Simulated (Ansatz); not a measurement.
ZrGeO:
```xyz
6
Lattice="3.4033 0.0000 0.0000 0.0000 3.4033 0.0000 0.0000 0.0000 7.2805" Properties=species:S:1:pos:R:3 pbc="T T T"
Zr     0.0000     1.7016     4.9964
Zr     1.7016     0.0000     2.2841
Ge     0.0000     0.0000     0.0000
Ge     1.7016     1.7016     0.0000
O      1.7016     0.0000     4.4228
O      0.0000     1.7016     2.8578
```

Relaxed with r²SCAN.

**Question.** Map the valence electron density (e/Å³), cut off at 3 on the plane through (0.000, 0.500, 0.686) spanned by u = [1, 0, 0] and v = [0, 0, 1] in lattice vectors, from r²SCAN in the plane-wave PAW code Ansatz.

**Answer.** x is the fraction of u, y of v (the angle between them is 90°; rows are the nearest grid lines); atoms in the plane: Zr at (0.00, 0.00), Ge at (0.50, 0.31), O at (0.00, 0.71).
```
|@@@@+.      .+@@@@|
|@@@*-.      .-*@@@|
|@%*-.        .-*%@|
|:..            ..:|
|:..            ..:|
|@%=:.        .:=%@|
|@@@=.        .=@@@|
|@@@*:        :*@@@|
|@%+:.        .:+%@|
|--:.          .:--|
|                  |
|                  |
|        ..        |
|      ......      |
|     .:+@@+:.     |
|    .:*@@@@*:.    |
|    .-@@@@@@-.    |
|    ..-@@@@-..    |
|    ..:-==-:..    |
|      ......      |
|...            ...|
|@%*-.        .-*%@|
|@@@*-.      .-*@@@|
|@@@@+.      .+@@@@|
```
Scale: ten equal steps from 0.056 (start of ' ') to 3.00 (end of '@'), in the order ' .:-=+*#%@'; x runs from 0.000 to 1.00, y from 0.000 (bottom) to 1.00 (top).

The density is the valence pseudo-density with augmentation charge, so density and ELF within about 1 Å of a nucleus are not all-electron values.

Space group P4/nmm. The start of the workflow was typed in or built on a structure type; neither database checked (COD, Materials Project) lists it. Its standing as an ambient phase is unchecked. Symmetry was held in the r²SCAN relaxation; its stability against distortions is not shown here. The run is not spin-polarised.

Potentials: the earlier of the program's two PAW sets. The files were generated under PBE; for other functionals the program regenerates the frozen cores, and for LDA and PBEsol the local potential too.
